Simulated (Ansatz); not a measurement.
# HfSO: from a starting cell to a relaxed one

The relaxed structure here is a generated cell of HfSO: the first start was made by placing the elements on the sites of a structure type, and the end was not matched to a known phase here, so it may be hypothetical.

The start is a generated cell, HfSO built in the AFLOW prototype ABC_hP6_194_c_d_a (as in LiBC). The cell and all atomic positions are relaxed at zero pressure with PBE (plane waves to 420 eV, PAW, scalar-relativistic; Ansatz, a program for electronic structure). The first steps use a coarse 8×8×3 k-mesh.

Initial structure:
```yaml
crystal:
  lattice:
    - [3.44291, 0.00000, 0.00000]
    - [-1.72146, 2.98165, 0.00000]
    - [0.00000, 0.00000, 8.82996]
  atoms:
    - { symbol: Hf, position: [0.00000, 0.00000, 0.00000] }
    - { symbol: Hf, position: [0.00000, 0.00000, 0.50000] }
    - { symbol: S, position: [0.33333, 0.66667, 0.25000] }
    - { symbol: S, position: [0.66667, 0.33333, 0.75000] }
    - { symbol: O, position: [0.33333, 0.66667, 0.75000] }
    - { symbol: O, position: [0.66667, 0.33333, 0.25000] }
```

Task: What pressure does the first self-consistent step give?

Result: +4 GPa (positive: the cell is compressed).

Task: How much energy is released per atom?

Result: 1.33 eV/atom.

Task: How does the volume per atom move from start to end?

Result: -10.2 %, from 15.11 to 13.57 Å³/atom.

Task: How do the shortest distances between atoms change?

Result: The closest pairs of elements (up to four, under 3.6 Å), start → end: O–S 1.99 → 2.30 Å; Hf–S 2.97 → 2.74 Å; Hf–O 2.97 → 2.74 Å; Hf–Hf 3.44 → 2.95 Å.

Task: Is the relaxed structure metallic? Give its gap.

Result: Zero (metallic).

Task: Write out the relaxed structure.

Result: 
```cif
data_Hf2O2S2
_chemical_formula_sum 'Hf2 S2 O2'
_space_group_name_H-M_alt 'P63/mmc'
_space_group_IT_number 194
_space_group_name_Hall '-P 6c 2c'
_cell_length_a 3.98973
_cell_length_b 3.98973
_cell_length_c 5.90607
_cell_angle_alpha 90.000
_cell_angle_beta 90.000
_cell_angle_gamma 120.000
loop_
_atom_site_label
_atom_site_type_symbol
_atom_site_symmetry_multiplicity
_atom_site_Wyckoff_symbol
_atom_site_fract_x
_atom_site_fract_y
_atom_site_fract_z
_atom_site_occupancy
Hf1 Hf 2 a 0.00000 0.00000 0.00000 1
S1 S 2 c 0.33333 0.66667 0.25000 1
O1 O 2 d 0.66667 0.33333 0.25000 1
```

The space group stays P6₃/mmc (No. 194) (the run could not lower it), with 6 atoms in the primitive cell. Final values are on a 13×13×8 k-mesh of the relaxed cell. No spin polarisation in the result. No Hubbard U is applied.

The run could not lose the symmetry of its start, so the end can be a saddle point.

All atoms sit on sites fixed by symmetry, so only the cell could relax.
